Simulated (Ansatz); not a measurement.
An Ansatz (a first-principles code) run. Input:

Ansatz 0.2 input:
```yaml
crystal:
  lattice:
    - [2.7852689231, 0.0, 0.0]
    - [0.0, 4.6707263112, 0.0]
    - [0.0, 0.0, 4.9052352973]
  atoms:
    - { symbol: Ti, position: [0.0, 0.5, 0.16366589] }
    - { symbol: Al, position: [0.5, 0.5, 0.6639410893] }
    - { symbol: Al, position: [0.5, 0.0, 0.333669573] }
    - { symbol: Al, position: [0.0, 0.0, 0.8387234477] }
kpoints:
  mp_grid: { grid: [15, 9, 9] }
hamiltonian:
  xc: r2scan
  pseudopotentials: { kind: paw }
scf:
  occupations: { method: gaussian, width: 0.1 }
checkpoint: { read: metal.run }
output: { write_density: true, elf: true, volumetric_format: npy }
basis: { fft_grid_basis: typed }
```

Output (shortened):

```
Pseudopotential: Ti, paw, valence charge 12
Pseudopotential: Al, paw, valence charge 3
Functional definition: r2SCAN
Crystal: 4 atoms, lattice volume = 63.813 Å³
Basis set: ecut = 500 eV, 1619 PW (Γ), exchange–correlation on 96×144×144 points (64 copies of the dense FFT grid, shifted against one another)
Bands: 19, of which v1, the nominal top of the filled ones, is band 11 counted from 1 (10 counted from 0)
Symmetry: 4 space group operations
Space group: Pmm2 (ITA 25), of the structure as read, at distance tolerance 4.0e-5 Å
k-points: 200 of 1215 (time reversal used)
Stability of the state it starts from, as read at its close in the unpolarized treatment …
iter 1 solved again at ethr=1.10e-6 eV; its pass at ethr=3.10e-3 eV (dr2=2.30e-4 eV) is discarded
SCF iter   1: F=—  HF=-4126.655228 eV  |F-HF|=—  |Δ(HF+E_count)|=         —  Δρ=1.06e-6  dr2=5.37e-10  dr2_τ=4.62e-11  ethr=1.10e-6  ⟨swp⟩=2.0  Hψ=28342  notcnv=0
preconditioner: auto → Kerker (q_TF=auto, 2.267 Å⁻¹)
SCF iter   2: F=—  HF=-4126.655229 eV  |F-HF|=—  |Δ(HF+E_count)|=   1.20e-6  Δρ=9.21e-7  dr2=6.32e-10  dr2_τ=5.23e-11  ethr=2.56e-12  ⟨swp⟩=5.9  Hψ=15551  notcnv=0
SCF iter   3: F=-4126.655229 eV  HF=-4126.655229 eV  |F-HF|=3.37e-11  |Δ(HF+E_count)|=  7.82e-11  Δρ=3.72e-7  dr2=6.60e-11  dr2_τ=7.24e-12  ethr=2.56e-12  ⟨swp⟩=1.0  Hψ=8467  notcnv=0
SCF 1 converged in 3 iterations: F = -4126.655229 eV  dr2 = 6.60e-11
SCF converged after 3 iterations
Free energy (F): -4126.655229 eV
Harris-Foulkes:  -4126.655229 eV  (|F-HF|=3.37e-11)
Internal energy: -4126.642729 eV  (E = F + TS)
E sigma→0 (E₀):  -4126.648979 eV
Entropy (-TS):   -0.012500 eV (-3.125 meV/atom)
Fermi energy:    9.592321 eV
--- Per-component energies (eV) ---
  E_band       = -168.006115
  E_kinetic    = 344.298307
  E_local      = -1284.525531  (includes V_loc(G=0)·N_el)
  E_nonlocal   = 37.319824
  E_hartree    = 570.613591
  E_xc         = -204.203195
  E_vxc        = -227.732367  (∫ρ·V_xc dr)
  E_paw        = -2476.865459  (= ΣΔE_a)
  E_vpaw       = -191.389385  (= ΣTr[D̂ρ^β])
  E_aug_tail   = 0.000091  (compensation charges beyond the density's cutoff)
  E_vtau       = 12.796037  (kinetic-family band-sum trace: ∫τ·v_τ [+ j·A + Jᵃ·Aᵃ] dr)
  E_ewald      = -1112.846576
  E_core_change = -0.433781  (= ΣΔE_core)
  E_smearing   = -0.012500  (= −TS)
  E_closure    = 0.000000  (closes the sum)
  Σ components = -4126.655229   (vs F -4126.655229, Δ=0.00e0)
  [band-id]    e_kinetic+e_local+e_nonlocal+2·e_hartree+e_vxc+e_vpaw+e_augmentation_tail+e_vtau = -168.005843   (vs E_band -168.006115, Δ=2.72e-4)
--- Band table (eV; the first three rows and the last of 200) ---
  k-point 0: bands = ["-49.2339", "-24.5155", "-24.5122", "-24.0729", "-1.2923", "4.1228", "5.3617", "5.6588", "6.7355", "8.6997", "9.1172", "12.3517", "12.3901", "12.4124", "12.4167", "12.9292", "15.8684", "16.3710", "17.5708"]
  k-point 1: bands = ["-49.2339", "-24.5155", "-24.5125", "-24.0729", "-1.2130", "3.5838", "5.5795", "5.6738", "7.1826", "8.6466", "9.0627", "11.9888", "12.3321", "12.3400", "12.4138", "13.2560", "16.1414", "16.6147", "17.6622"]
  k-point 2: bands = ["-49.2338", "-24.5155", "-24.5132", "-24.0729", "-0.9797", "2.6592", "5.7133", "5.9210", "8.0254", "8.5131", "8.8826", "11.6321", "12.2114", "12.3110", "12.4174", "13.5449", "16.8788", "17.1165", "17.9275"]
  k-point 199: bands = ["-49.1642", "-24.6174", "-24.4521", "-24.4460", "4.9508", "5.5352", "5.8824", "6.3774", "6.8534", "7.2322", "8.5120", "9.7183", "10.7798", "11.9094", "12.2804", "12.4864", "15.3129", "16.8675", "17.6430"]
```

Cost: roughly 30 core-seconds on shared cores.

The workflow started from a Materials Project entry (that database holds measured and hypothetical structures alike); the Crystallography Open Database copy checked does not list it. With Ti and Al taken as one species the cell has the higher symmetry P6_3/mmc, so it may be an ordered model of a mixed-site phase. Its standing as an ambient phase is unchecked. Symmetry was held in the r²SCAN relaxation; whether a distortion lowers the energy is not shown. No spin polarisation was allowed.

Potentials: the later of the program's two PAW sets.

Ansatz is a plane-wave DFT program.
